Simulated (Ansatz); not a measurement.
Here is the system:

SiO2:
```
SiO2
1.0
    4.94828     0.00000     0.00000
   -2.47414     4.28534     0.00000
    0.00000     0.00000     5.44127
Si O
3 6
Cartesian
 -1.16351   2.01525   1.81376
  1.31063   2.27008   0.00000
  2.32701   0.00000   3.62752
 -1.09392   3.14064   2.98166
  0.30123   1.76765   1.16790
  0.79269   3.66238   4.79541
  3.26683   0.62295   2.45962
  1.38022   1.14470   4.27338
  2.77537   2.51768   0.64586
```

This is the PBEsol-relaxed structure. Cartesian axes are those of the cell as given.

Q: All from DFT-PBEsol in the program Ansatz with PAW potentials, unless another level is named. Give the Hill bulk and shear moduli.

A: 31.8 and 39.7 GPa.

Q: And the piezoelectric stress constants (proper, relaxed ions, C/m²)?

A: e11 = 0.17, e12 = e26 = -0.17, e14 = 0.04, e25 = -0.04.

Space group P3_221. Symmetry was held in the PBEsol relaxation. Signs of piezoelectric constants follow the polarity of the cell as given.

Potentials: the earlier of the program's two PAW sets. The files were generated under PBE; for other functionals the program regenerates the frozen cores, and for LDA and PBEsol the local potential too.
